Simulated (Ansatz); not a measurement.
Cs$_{2}$TcF$_{6}$:
Space group P-3m1 (No. 164); a = b = 6.0466 Å, c = 4.7718 Å, α = β = 90.00°, γ = 120.00°

```tsv
atom	site	symmetry	x	y	z
Tc	1a	-3m.	0.0000	0.0000	0.0000
Cs	2d	3m.	0.3333	0.6667	0.2945
F	6i	.m.	0.3057	0.1528	0.2235
```

Relaxed with LDA.

Problem. Which orbitals make up the states near the Fermi level in LDA (plane waves, PAW; program Ansatz)?

Solution. Within 0.5 eV of the Fermi level: Tc 4d 74 %, F 2p 24 %. Projections are on Löwdin-orthogonalised atomic valence shells; empty p or d shells of many metals are not among them.

Problem. Tabulate the density of states.

Solution. States/eV per cell of 9 atoms, in 0.25 eV bins, energy from the Fermi level.

```tsv
E (eV)	total	F 2p	Tc 4d	Cs 5p
-7.85	9.38	2.87	0.50	5.85
-7.60	9.62	2.59	0.45	6.38
-7.35	9.25	4.34	1.35	3.28
-7.10	8.09	4.19	1.37	2.24
-6.85	4.87	3.05	0.63	0.96
-6.60	7.97	5.69	0.73	1.08
-6.35	7.10	4.56	0.96	1.35
-6.10	8.35	4.96	1.28	1.97
-5.85	7.25	5.01	0.66	1.43
-5.60	15.68	13.16	0.35	1.78
-5.35	6.52	5.43	0.07	0.87
-5.10	10.46	9.82	0.04	0.42
-4.85	19.90	18.26	0.07	1.27
-4.60	16.65	15.27	0.03	1.20
-4.35	24.93	23.65	0.04	1.12
-4.10	0.00	0.00	0.00	0.00
-3.85	0.00	0.00	0.00	0.00
-3.60	0.00	0.00	0.00	0.00
-3.35	0.00	0.00	0.00	0.00
-3.10	0.00	0.00	0.00	0.00
-2.85	0.00	0.00	0.00	0.00
-2.60	0.00	0.00	0.00	0.00
-2.35	0.00	0.00	0.00	0.00
-2.10	0.00	0.00	0.00	0.00
-1.85	0.00	0.00	0.00	0.00
-1.60	0.00	0.00	0.00	0.00
-1.35	0.00	0.00	0.00	0.00
-1.10	0.00	0.00	0.00	0.00
-0.85	0.00	0.00	0.00	0.00
-0.60	0.00	0.00	0.00	0.00
-0.35	0.00	0.00	0.00	0.00
-0.10	16.29	3.92	12.07	0.02
0.15	7.71	1.94	5.69	0.01
0.40	0.00	0.00	0.00	0.00
0.65	0.00	0.00	0.00	0.00
0.90	0.00	0.00	0.00	0.00
1.15	0.00	0.00	0.00	0.00
1.40	0.00	0.00	0.00	0.00
1.65	0.00	0.00	0.00	0.00
1.90	0.00	0.00	0.00	0.00
2.15	0.00	0.00	0.00	0.00
2.40	0.00	0.00	0.00	0.00
2.65	0.00	0.00	0.00	0.00
2.90	0.00	0.00	0.00	0.00
3.15	3.57	0.85	2.25	0.01
3.40	12.43	3.26	8.01	0.03
3.65	0.00	0.00	0.00	0.00
3.90	0.00	0.00	0.00	0.00
4.15	0.10	0.00	0.00	0.00
4.40	0.22	0.01	0.00	0.00
4.65	0.34	0.01	0.00	0.01
```

The workflow started from an entry of the Crystallography Open Database (COD, 200 K). Its standing as an ambient phase is unchecked. The LDA relaxation kept the symmetry of its start; of distortions, only those at the zone centre were tested. The run is not spin-polarised. With an odd number of electrons in the cell and no spin polarisation, the count alone makes it a metal. Scalar-relativistic: spin–orbit coupling is off unless named, which matters more the heavier the elements.

Potentials: the later of the program's two PAW sets.
